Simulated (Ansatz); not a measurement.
**Rb3Sc2Br9 — Br-79 NMR of the central transition**

Cell: a Materials Project structure (computed, not necessarily an observed phase), taken as it stands.

Space group P6_3/mmc (No. 194); a = 7.5865, c = 19.2879 Å, γ = 120.00°.

| site | Wyckoff | site symmetry | x | y | z |
| --- | --- | --- | --- | --- | --- |
| Rb1 | 4f | 3m. | 0.6667 | 0.3333 | 0.5685 |
| Rb5 | 2b | -6m2 | 0.0000 | 0.0000 | 0.7500 |
| Sc | 4f | 3m. | 0.6667 | 0.3333 | 0.1559 |
| Br11 | 12k | .m. | 0.3340 | 0.1670 | 0.0873 |
| Br23 | 6h | mm2 | 0.0147 | 0.5073 | 0.7500 |

One atom of each set is listed.

Level of theory: DFT, PBE, plane waves and PAW, scalar-relativistic, 420 eV cutoff, Γ-centred 4×4×2 k-points, Fermi–Dirac smearing 0.02 eV (Ansatz 0.2.0).

Br-79 has I = 3/2 and Q = 308.7 mb (Pyykkö 2018); at 23.5 T its Larmor frequency is ν₀ = 251.5 MHz. Only the quadrupole interaction is simulated: positions count from each site's isotropic chemical shift, and shift anisotropy, dipolar and J coupling are left out.

Q: Give C_Q, η, the quadrupolar product P_Q = |C_Q|(1 + η²/3)^½, the second-order isotropic shift and the breadth of the pattern (static powder) for each Br site.

A: 

```
site                first shell  C_Q (MHz)     η  P_Q (MHz)  δ_QIS (ppm)  breadth (kHz)
Br11             1 Sc at 2.55 Å       57.0  0.01       57.0        -1285           1705
Br23  2 Sc at 2.77 Å, angle 82°      -88.6  0.43       91.3        -3294           5638
```

δ_QIS = −(ν_Q²/30ν₀²)[I(I+1) − 3/4](1 + η²/3) × 10⁶ ppm with ν_Q = 3|C_Q|/[2I(2I−1)]; it falls as 1/B₀² in ppm, and the breadth as 1/B₀ in kHz.

At Br11 V_zz points along its bond to Sc (within 3°). At Br23 V_zz stands upright on the plane of its two bonds (within 1°).

With ν_Q/ν₀ up to 0.18, terms beyond second order are no longer negligible.

The run took 2 min of wall time (3.9 min of CPU time) and 2.1 GiB at its peak, on 2 threads of Arm Neoverse N1 (aarch64; 36 cores open to the job, memory cap 5.0 GiB, no GPU), a shared host with a load of 0.9 a core.
